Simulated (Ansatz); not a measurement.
ZnO (wurtzite): frozen-phonon scan

ZnO (wurtzite)

```xyz
8
Lattice="6.4704 0.0000 0.0000 -1.6176 2.8018 0.0000 0.0000 0.0000 5.2114" Properties=species:S:1:pos:R:3 pbc="T T T"
Zn     1.6176     0.9339     0.0126
Zn     4.8528     0.9339     0.0126
Zn     0.0000     1.8678     2.6183
Zn     3.2352     1.8678     2.6183
O      1.6176     0.9339     3.2456
O      4.8528     0.9339     3.2456
O      0.0000     1.8678     0.6399
O      3.2352     1.8678     0.6399
```

The atoms are displaced by Q × the pattern below (from a DFPT mode at M = (0.5, 0.0, 0.0), largest move 1; Q in Å), at fixed cell. (q is in reciprocal vectors of the primitive cell; the cell shown is doubled to hold the pattern.)

```tsv
atom	x	y	z
Zn1	-0.074	-0.043	0.151
Zn2	0.074	0.043	-0.151
Zn3	0.074	0.043	0.151
Zn4	-0.074	-0.043	-0.151
O5	-0.098	-0.056	-0.994
O6	0.098	0.056	0.994
O7	0.098	0.056	-0.994
O8	-0.098	-0.056	0.994
```

Method: r2SCAN (plane waves to 500 eV, PAW, scalar-relativistic; Ansatz, a program for electronic structure). k mesh 6×12×7 (Γ-centred), Fermi-Dirac smearing 0.05 eV. Energies are smeared free energies. Stress and pressure are positive under compression. ZnO was relaxed with its symmetry unable to fall. ΔE is measured from the undisplaced structure.

```csv
Q (Å),ΔE (eV/cell),P (GPa),−dE/dQ from forces (eV/Å)
-0.280,2.327,11.3,19.430
-0.233,1.534,7.6,14.704
-0.187,0.941,4.8,10.846
-0.140,0.512,2.6,7.625
-0.093,0.222,1.2,4.852
-0.047,0.055,0.3,2.359
0.000,0.000,0.0,0.000
0.047,0.055,0.3,-2.359
0.093,0.222,1.2,-4.852
0.140,0.512,2.6,-7.625
0.187,0.941,4.8,-10.846
0.233,1.534,7.6,-14.704
0.280,2.327,11.3,-19.430
```

Key numbers:

```
Item                                                                                                                 Result
-----------------------------------------------------------  --------------------------------------------------------------
Energy at Q = 0.280 Å                                                                                         2327 meV/cell
Space group of the distorted cell                                                      Pmn2_1 (No. 31), lowered from P6_3mc
Symmetry of the curve                                                                         even: the same for both signs
Shape of the curve                                           a single well with its minimum at or next to zero displacement
Harmonic wavenumber from the curvature (finite differences)                                                        435 cm⁻¹
Wavenumber by perturbation theory (DFPT, on another k mesh)                                                        435 cm⁻¹
```

(For displaced atoms, the force is minus the slope of the energy, and its curvature is a force constant, which sets phonon frequencies.)
